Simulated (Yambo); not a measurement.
## CoPS: sweep of GW parameters

G0W0@PBEsol for CoPS (space group P2_13, No. 198) in Yambo. Reference settings: 2×2×2 Γ-centred k mesh, bands 17 to 318 and a 8 Ry block in the screening, 318 bands in G with the Bruneval-Gonze terminator, plasmon pole fitted at 27.2 eV. The PBEsol gap M → Γ on this mesh is 1.39 eV; G0W0 gaps are taken between the same points.

```json
[
 {"change from the reference": "reference settings", "G0W0 gap M → Γ (eV)": "1.98", "shift of the valence edge (eV)": "0.07", "rough Yambo cost": "1"},
 {"change from the reference": "134 bands in W, 134 bands in G", "G0W0 gap M → Γ (eV)": "1.87", "shift of the valence edge (eV)": "0.32", "rough Yambo cost": "about 1/2"},
 {"change from the reference": "212 bands in W, 212 bands in G", "G0W0 gap M → Γ (eV)": "1.94", "shift of the valence edge (eV)": "0.15", "rough Yambo cost": "within a factor of two"},
 {"change from the reference": "134 bands in G", "G0W0 gap M → Γ (eV)": "1.93", "shift of the valence edge (eV)": "0.11", "rough Yambo cost": "–"},
 {"change from the reference": "212 bands in G", "G0W0 gap M → Γ (eV)": "1.96", "shift of the valence edge (eV)": "0.08", "rough Yambo cost": "–"},
 {"change from the reference": "158 bands in W", "G0W0 gap M → Γ (eV)": "1.92", "shift of the valence edge (eV)": "0.22", "rough Yambo cost": "within a factor of two"},
 {"change from the reference": "2 Ry block", "G0W0 gap M → Γ (eV)": "2.02", "shift of the valence edge (eV)": "0.12", "rough Yambo cost": "about 1/2"},
 {"change from the reference": "3 Ry block", "G0W0 gap M → Γ (eV)": "1.99", "shift of the valence edge (eV)": "0.13", "rough Yambo cost": "within a factor of two"},
 {"change from the reference": "7 Ry block", "G0W0 gap M → Γ (eV)": "1.98", "shift of the valence edge (eV)": "0.08", "rough Yambo cost": "within a factor of two"},
 {"change from the reference": "pole fitted at 10 eV", "G0W0 gap M → Γ (eV)": "1.88", "shift of the valence edge (eV)": "0.20", "rough Yambo cost": "–"},
 {"change from the reference": "no random integration", "G0W0 gap M → Γ (eV)": "1.96", "shift of the valence edge (eV)": "0.27", "rough Yambo cost": "–"},
 {"change from the reference": "134 bands in G, no terminator", "G0W0 gap M → Γ (eV)": "1.95", "shift of the valence edge (eV)": "0.64", "rough Yambo cost": "–"},
 {"change from the reference": "212 bands in G, no terminator", "G0W0 gap M → Γ (eV)": "2.02", "shift of the valence edge (eV)": "0.36", "rough Yambo cost": "–"},
 {"change from the reference": "no terminator", "G0W0 gap M → Γ (eV)": "2.03", "shift of the valence edge (eV)": "0.23", "rough Yambo cost": "–"}
]
```

The reference isn't shown to be the converged limit. Costs are rough (shared machines), scaled to the same edge states, and given only for runs that recompute the screening. In the run with 318 bands and a 8 Ry block, which covers more k points, the smallest G0W0 gap is 1.90 eV, X → Γ. The mesh misses a band edge: along a dense path the PBEsol gap is 1.12 eV against 1.39 eV on the mesh.

The 3d shell has no Hubbard U; the runs are without spin polarisation, and magnetic order was not tried.

Geometry of the Materials Project entry, not relaxed at this level; primitive cell a = b = c = 5.4016 Å, α = β = γ = 90.00°.

The structure is a Materials Project entry; no match was found in the copy of COD used, and its stability was not checked.

A shift is the quasiparticle energy of the state minus its PBEsol energy.
